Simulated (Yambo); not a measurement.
Quantum ESPRESSO input (PBEsol, PseudoDojo standard norm-conserving files, scalar-relativistic) whose wavefunctions are converted with p2y:

```
&CONTROL
  calculation = 'nscf'
  pseudo_dir = './pseudo'
  outdir = './out'
/
&SYSTEM
  ibrav = 0
  nat = 2
  ntyp = 2
  ecutwfc = 84.0
  ecutrho = 336.0
  occupations = 'fixed'
  force_symmorphic = .true.
  nbnd = 74
/
&ELECTRONS
  conv_thr = 2e-09
  diago_full_acc = .true.
  diago_thr_init = 1e-08
/
ATOMIC_SPECIES
O 15.9990 O.upf
Mg 24.3050 Mg.upf
CELL_PARAMETERS angstrom
  0.000000000000   2.106418767000   2.106418767000
  2.106418767000   0.000000000000   2.106418767000
  2.106418767000   2.106418767000   0.000000000000
ATOMIC_POSITIONS crystal
O   0.500000000000   0.500000000000   0.500000000000
Mg   0.000000000000   0.000000000000   0.000000000000
K_POINTS automatic
4 4 4 0 0 0
```

Yambo's initialisation report on symmetry, reciprocal space, the k grid and the gaps on this mesh:

```
  [02.02] Symmetries
  ==================

  Inversion symmetry    : yes
  Spatial inversion     : yes
  Inversion index       :  25
  K-space Time-reversal : no
  Magnetic symmetries   : no
  Group table correct   : yes
  Symmetries units      :  [cc]

  [02.03] Reciprocal space
  ========================

  nG shells         :  182
  nG charge         :  13323
  nG WFs            :  2097
  nC WFs            :  1676
  G-vecs. in first 18 shells:  [ Number ]
     1    9   15   27   51   59   65   89  113
    137   169   181   229   259   283   307   331   339
  ...
  Shell energy in first 18 shells:  [ mHa ]
    0.00000      934.338      1245.78      2491.57      3425.90      3737.35      4983.13      5917.47      6228.92
    7474.70      8409.04      9966.27      10900.6      11212.1      12457.8      13392.2      13703.6      14949.4
  ...

  [02.04] K-grid lattice
  ======================

  Compatible Grid is   : 3D
  Base K vectors       :  K_min[ 1 ]  K_min[ 2 ]  K_min[ 3 ]
  K_min[ 1 ] :  0.000000  0.250000  0.000000 [rlu]
  K_min[ 2 ] : -0.250000  0.000000  0.000000 [rlu]
  K_min[ 3 ] :  0.000000  0.000000  0.250000 [rlu]
  Grid dimensions      :   4   4   4
  K lattice UC volume  :  0.030725 [a.u.]

  IBZ K-points                                      :   8
  BZ  K-points                                      :   64

  K/Q-points units:
  rlu = crystal or reduced units; cc = cartesian coordinates; iku = interal k-units

  K [1]          [rlu]:  0.000000  0.000000  0.000000
         WF components:  1639
  K [2]          [rlu]:  0.000000  0.000000  0.250000
         WF components:  1642
  K [3]          [rlu]:  0.000000  0.000000 -0.500000
         WF components:  1676
  K [4]          [rlu]:  0.000000  0.250000  0.250000
         WF components:  1636
  K [5]          [rlu]:  0.000000  0.250000 -0.500000
         WF components:  1643
  K [6]          [rlu]:  0.000000  0.250000 -0.250000
         WF components:  1634
  K [7]          [rlu]:  0.000000 -0.500000 -0.500000
         WF components:  1660
  K [8]          [rlu]:  0.250000 -0.500000 -0.250000
         WF components:  1628

  [02.05] Energies & Occupations
  ==============================

  [X] === General ===
  [X] Electronic Temperature                        :  0.000000  0.000000 [eV K]
  [X] Bosonic    Temperature                        :  0.000000  0.000000 [eV K]
  [X] Finite Temperature mode                       : no
  [X] El. density                                   :  0.85596E+24 [cm-3]
  [X] Fermi Level                                   :  7.929140 [eV]

  [X] === Gaps and Widths ===
  [X] Conduction Band Min                           :  4.659267 [eV]
  [X] Valence Band Max                              :  0.000000 [eV]
  [X] Filled Bands                                  :   8
  [X] Empty Bands                                   :    9   74
  [X] Direct Gap                                    :  4.659267 [eV]
  [X] Direct Gap localized at k                     :  1
  [X] Indirect Gap                                  :  4.659267 [eV]
  [X] Indirect Gap between kpts                     :  1  1
  [X] Last valence band width                       :  1.778881 [eV]
  [X] 1st conduction band width                     :  6.868011 [eV]
```
The gaps are PBEsol values on this mesh alone; only operations without fractional translations are kept.

Geometry relaxed with PBEsol.
